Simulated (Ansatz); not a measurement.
Here is an unrelaxed guess for C4N.

Space group Pm-3m (No. 221). a = 3.920 Å, b = 3.920 Å, c = 3.920 Å, α = 90.00°, β = 90.00°, γ = 90.00°
```csv
atom,site,symmetry,x,y,z
C,3d,4/mm.m,0.5000,0.0000,0.0000
C,1b,m-3m,0.5000,0.5000,0.5000
N,1a,m-3m,0.0000,0.0000,0.0000
```

Method: Ansatz, DFT PBE, scalar-relativistic, plane waves, PAW. Cutoff 420 eV; k points 4×4×4 on the computed 5-atom cell (Γ-centred); Gaussian smearing, width 0.10 eV; no spin polarisation.

Formation energies are uncorrected and refer to the elements' standard structures at the same level (N₂ as a molecule).

Q: Estimate its pressure, forces and energy as it stands.

A: The pressure is -27.5 GPa (it wants to contract), the largest force is 0.00 eV/Å (symmetry fixes the atoms), and the energy is +4.83 eV/atom against the elements. The shortest distance is 1.96 Å.

Q: How much does it gain on relaxing, and where does it end?

A: Relaxing gains about 0.52 eV/atom (the start's value is from the coarse mesh, so the gain is rough) in 19 ionic steps and ends at +4.31 eV/atom on the finer mesh. The symmetry stays Pm-3m (No. 221). The volume per atom shrinks by 38.2 %, from 12.1 to 7.4 Å³. The shortest distance goes from 1.96 Å (C–N) to 1.67 Å (C–N). Conventional cell: a = 3.339 Å. C on a site of symmetry 4/mmm has 2 N at 1.67 Å and 12 C at 2.36 Å; C on a site of symmetry m-3m has 12 C at 2.36 Å (long contacts); N is surrounded by 6 C at 1.67 Å.

The last run used a 12×12×12 mesh for its 5-atom cell and Gaussian smearing of 0.10 eV. An odd number of electrons in the primitive cell allows no gap without spin; a larger cell or a magnetic state could open one. The reference form of C is held partly by dispersion forces, which this level lacks. The relaxation can't lower the symmetry of the start. A structure relaxed within its symmetry needn't be a true minimum. Another cell of C4N relaxed alike but with spin, in P6/mmm, lies 3.29 eV/atom lower, so this cell isn't the stable form at this level.
